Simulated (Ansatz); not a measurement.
SnTe: strain and displacement

```
CELL_PARAMETERS angstrom
0.00000 3.15650 3.15650
3.15650 0.00000 3.15650
3.15650 3.15650 0.00000
ATOMIC_POSITIONS crystal
Sn 0.00000 0.00000 0.00000
Te 0.50000 0.50000 0.50000
```

Atoms are numbered in the order listed.

The cell is COD entry 9008726, as deposited and not checked against the literature; nothing was relaxed.

No spin–orbit coupling, which matters for the heavy atoms here.

Level of theory: DFT, PBEsol, all-electron LAPW, scalar-relativistic in Ansatz 0.2.0.

Sampling and basis: a Γ-centred 11×11×11 k mesh, Fermi–Dirac smearing of 0.08 eV, basis error target 0.25 meV/atom, no spin polarisation.

The unchanged cell is at -0.53 GPa.

x, y and z are the Cartesian axes of the cell as listed; fractional coordinates follow a strain, and an engineering shear is twice the off-diagonal strain component.

With equal xy, yz and zx engineering shear strains of -2 %: energy change +2 meV/atom; stress change (xx, yy, zz, yz, xz, xy) 0.00, 0.00, 0.00, 0.31, 0.31, 0.31 GPa, compression positive.

(1) With this change (equal xy, yz and zx engineering shear strains of -1 %), what becomes of the energy and stress?

(2) With this change (equal xy, yz and zx engineering shear strains of +1 %), what becomes of the energy and stress?

With equal xy, yz and zx engineering shear strains of +2 %: energy change +2 meV/atom; stress change (xx, yy, zz, yz, xz, xy) 0.00, 0.00, 0.00, -0.32, -0.32, -0.32 GPa, compression positive.

Results:

(1) Energy change under 1 meV/atom; stress change (xx, yy, zz, yz, xz, xy) 0.00, 0.00, 0.00, 0.16, 0.16, 0.16 GPa, compression positive.

(2) Energy change under 1 meV/atom; stress change (xx, yy, zz, yz, xz, xy) 0.00, 0.00, 0.00, -0.16, -0.16, -0.16 GPa, compression positive.
